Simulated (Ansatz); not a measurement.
## KZn (CsCl type) from its elements: all-electron against pseudopotential results

```
K Zn
1.0
     4.20846    0.00000    0.00000
     0.00000    4.20846    0.00000
     0.00000    0.00000    4.20846
K Zn
1 1
Direct
  0.00000 0.00000 0.00000
  0.50000 0.50000 0.50000
```

The cell comes from a relaxation on PAW files under the same functional, begun from a prototype that needn't be the stable phase.

Computed with Ansatz 0.2.0; functional PBE, scalar-relativistic. Settings: a Γ-centred 10×10×10 k mesh, Fermi–Dirac smearing of 0.05 eV, no spin polarisation. Methods: LAPW: all electrons, basis error target 0.5 meV/atom; PAW: frozen-core files, cutoff 420 eV; crystal datasets: all electrons, by PAW datasets that the program makes for each cell.

The elements are taken as K bcc, Zn hcp, each relaxed on PAW files under the same functional and computed by the same method as the compound; zero-point and thermal terms are left out.

Question: What is the formation energy by LAPW, and how far do the other methods lie from it?

Answer: 0.212 eV/atom; PAW +0.1 meV/atom; crystal datasets +0.1 meV/atom. The compound is unstable against these elements; other compounds of the system weren't compared.

Question: Give the LAPW value for one formula unit in kJ/mol.

Answer: 0.212 eV/atom × 2 atoms × 96.485 kJ/(mol·eV) = 40.9 kJ/mol, at zero temperature and without zero-point motion.

Question: What Bader charges does the PAW density give?

Answer: K1 +0.65 e, Zn2 -0.65 e.
